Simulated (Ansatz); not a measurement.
## Ionic part of the dielectric constant of HCl at 3 GPa, mode by mode

Theory: DFT PBEsol, scalar-relativistic, plane waves, PAW (Ansatz 0.2.0). Plane waves to 420 eV; Γ-centred k mesh 8×8×8; fixed occupations. No spin polarisation. Phonons by linear response, acoustic sum rule imposed.

The structure is tetragonal, space group I4mm (No. 107). Conventional cell: a = 3.512 Å, b = 3.512 Å, c = 4.874 Å, α = 90.00°, β = 90.00°, γ = 90.00°. H (site symmetry 4mm) is surrounded by 1 Cl at 1.30 Å. Around Cl (site symmetry 4mm) lie 1 H at 1.30 Å.

The crystal is built of molecules and no dispersion correction was added, so the binding between them is poorly described, and with it their spacing and whatever depends on it.

The primitive cell has V = 30.07 Å³ and ε∞,yy = 2.784. Each polar mode adds Δε = (4.92064×10⁷/V)·S/ν² along y, with S its oscillator strength in e²/amu, ν in cm⁻¹ and V in Å³.

**Question.** From these modes, find each Δε and ε0,yy.
```csv
ν (cm⁻¹),S_yy (e²/amu)
173.8,0.1608
```

**Answer.**
| ν (cm⁻¹) | Δε |
| --- | --- |
| 173.8 | 8.71 |

The sum is 8.709, so ε0,yy = 11.49; the run's tensor has 11.49.

**Question.** Where do the longitudinal modes lie for a wave vector along y?

**Answer.** At 353 cm⁻¹. The Lyddane–Sachs–Teller product Π(ν_LO/ν_TO)² = 4.13 matches ε0/ε∞ = 4.13.

Whether HCl exists in this form wasn't checked.